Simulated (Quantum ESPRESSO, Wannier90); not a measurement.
# Wannier functions of GaN (wurtzite)

```xyz
4
Lattice="3.1889 0.0000 0.0000 -1.5945 2.7617 0.0000 0.0000 0.0000 5.1924" Properties=species:S:1:pos:R:3 pbc="T T T"
Ga    -1.5945     0.9206     2.5914
Ga     1.5945    -0.9206    -0.0048
N     -1.5945     0.9206    -0.6443
N      1.5945    -0.9206     1.9519
```

Cell from Materials Project (mp-804), symmetrised, no further relaxation. COD (Crystallography Open Database) has the formula in 2 space groups, this one among them (matched by group alone). Method: PBEsol plane waves in Quantum ESPRESSO 7.5 (PseudoDojo norm-conserving files, 68 Ry, spinors with spin-orbit coupling), Bloch states on a 6×6×4 mesh through Γ, Wannier90 4.0.1. Density: 12×12×6 mesh, cold smearing 0.01 Ry.

Bands 25-36 form an isolated set from -7.10 to 0.00 eV relative to the valence-band maximum (on the path) and are turned into 12 Wannier functions by minimising the spread from the start: atomic waves N 2p.

Centres (Cartesian, Å; one of the equivalent choices) and spreads:

```json
[
 {"n": "1", "x": "-1.594", "y": "0.921", "z": "-0.563", "spread (Å²)": "1.656", "nearest atom": "N3"},
 {"n": "2", "x": "-1.594", "y": "0.921", "z": "-0.799", "spread (Å²)": "1.690", "nearest atom": "N3"},
 {"n": "3", "x": "-1.594", "y": "0.921", "z": "-0.799", "spread (Å²)": "1.690", "nearest atom": "N3"},
 {"n": "4", "x": "-1.594", "y": "0.921", "z": "-0.563", "spread (Å²)": "1.656", "nearest atom": "N3"},
 {"n": "5", "x": "-1.594", "y": "0.921", "z": "-0.564", "spread (Å²)": "1.656", "nearest atom": "N3"},
 {"n": "6", "x": "-1.594", "y": "0.921", "z": "-0.564", "spread (Å²)": "1.656", "nearest atom": "N3"},
 {"n": "7", "x": "1.594", "y": "-0.921", "z": "2.034", "spread (Å²)": "1.656", "nearest atom": "N4"},
 {"n": "8", "x": "1.594", "y": "-0.921", "z": "1.797", "spread (Å²)": "1.690", "nearest atom": "N4"},
 {"n": "9", "x": "1.594", "y": "-0.921", "z": "1.797", "spread (Å²)": "1.690", "nearest atom": "N4"},
 {"n": "10", "x": "1.594", "y": "-0.921", "z": "2.034", "spread (Å²)": "1.656", "nearest atom": "N4"},
 {"n": "11", "x": "1.594", "y": "-0.921", "z": "2.033", "spread (Å²)": "1.656", "nearest atom": "N4"},
 {"n": "12", "x": "1.594", "y": "-0.921", "z": "2.033", "spread (Å²)": "1.656", "nearest atom": "N4"}
]
```

Ω_I = 19.46 Å², Ω_total = 20.01 Å²; the interpolated bands follow pw.x to 11 meV rms on the path. Only this start was tried; a symmetric start can stop on a saddle, and mixtures of these functions could lower the total by at most Ω_total − Ω_I.
